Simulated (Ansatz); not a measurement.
Input:

ZrRu:
```
ZrRu
1.0
    0.00000     2.67808     2.67808
    2.67808     0.00000     2.67808
    2.67808     2.67808     0.00000
Ru Zr
1 1
Cartesian
  0.00000   0.00000   0.00000
  2.67808   2.67808   2.67808
```

This is the PBE-relaxed structure.

### Question
All from DFT-PBE in the program Ansatz with PAW potentials, unless another level is named. Give the formation energy from the elements (no fitted shifts).

### Answer
0.046 eV/atom.

### Question
Give the density of states at the Fermi level.

### Answer
0.11 states/eV per atom (mean over ±0.08 eV).

Space group Fm-3m (rock salt). The start of the workflow was typed in or built on a structure type; neither database checked (COD, Materials Project) lists it. COD files the formula under space group No. 221. Its standing as an ambient phase is unchecked. Symmetry was held in the PBE relaxation; its stability against distortions is not shown here. The run is not spin-polarised. The references are the lowest solids computed at this level, not always the standard phases. Scalar-relativistic: spin–orbit coupling is off unless named, which matters more the heavier the elements.

Potentials: the later of the program's two PAW sets.
